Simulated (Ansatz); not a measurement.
A geometry of TiO2 away from equilibrium: the start of the relaxation of a generated cell, TiO2 placed in the CdCl2 structure type. These are r2SCAN (plane waves to 500 eV, PAW, scalar-relativistic; Ansatz, a program for electronic structure) values and carry that method's errors. Γ-centred k-mesh 9×9×9 on the run's cell (coarser than for final values), Fermi–Dirac smearing 0.05 eV.

```xyz
3
Lattice="1.4466 0.8352 4.3857 -1.4466 0.8352 4.3857 0.0000 -1.6704 4.3857" Properties=species:S:1:pos:R:3:forces:R:3 pbc="T T T" free_energy=-3645.524 pressure_GPa=-0.4
Ti     0.0000     0.0000     0.0000    0.0000    0.0000    0.0000
O      0.0000     0.0000     3.3156    0.0000    0.0000    2.0901
O      0.0000     0.0000     9.8416    0.0000    0.0000   -2.0901
```

Positions in Å, forces in eV/Å, free energy of the cell in eV (comparable only within this code, potentials and settings). Largest force: 2.09 eV/Å, on O2, O3 (atoms numbered as listed); the geometry lies 0.10 eV/atom above the end of its relaxation.

No spin polarisation in the result. No dispersion correction is included, so spacings between layers, chains or molecules are soft and tend to come out too large.

The run could not lose the symmetry of its start.

The first start was generated by placing the elements on the sites of a structure type. Materials Project lists a structure of TiO2 in the same space group, R-3m (No. 166); the sites were not compared with it, nor with measured phases. Known forms of TiO2 include space group No. 61, 136, 141.
